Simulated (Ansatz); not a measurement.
Phases of NbSi at 85 GPa

Structure types of NbSi are relaxed in primitive cells with their symmetry kept at 85 GPa, on PAW files; LAPW relaxes the small cells further and takes the PAW cell for the others (marked *). The enthalpy is E + pV at zero temperature, without zero-point motion. Only the types listed were tried, and differences under about 5 meV/atom are mesh noise. The real phase may be another.

Computed with Ansatz 0.2.0; functional PBE, scalar-relativistic. Settings: Fermi–Dirac smearing of 0.1 eV, no spin polarisation. Methods: LAPW: all electrons, basis error target 0.5 meV/atom; PAW: frozen-core files, cutoff 420 eV.

k meshes: rocksalt 14×14×14, CsCl 14×14×14, zincblende 12×12×12, NiAs 11×11×6, WC 14×14×13.

Which type is lowest in enthalpy, and by how much?

CsCl, 15 meV/atom below distorted NiAs. The whole table:

```tsv
start type	ends as	a, b, c (Å)	V (Å³/atom)	H − H(lowest), LAPW (meV/atom)	same, PAW
rocksalt	rocksalt, Fm-3m	4.640, 4.640, 4.640	12.49	437.4	438.6
CsCl	CsCl, Pm-3m	2.872, 2.872, 2.872	11.85	0.0	0.0
zincblende	zincblende, F-43m	4.943, 4.943, 4.943	15.10	3698.1	3701.3
NiAs*	distorted NiAs, P6_3/mmc	2.665, 2.665, 7.850	12.07	15.2	15.1
WC	distorted WC, P-6m2	2.659, 2.659, 3.936	12.05	26.8	26.6
```

Split the lead of CsCl over distorted NiAs into energy and pV.

For distorted NiAs less CsCl: ΔE = -103.3 meV/atom, and p·ΔV = 85 GPa × +0.2234 Å³ × 6.242 meV/(GPa·Å³) = +118.5 meV/atom, together 15.2 meV/atom. CsCl wins by its smaller volume, against the internal energy.
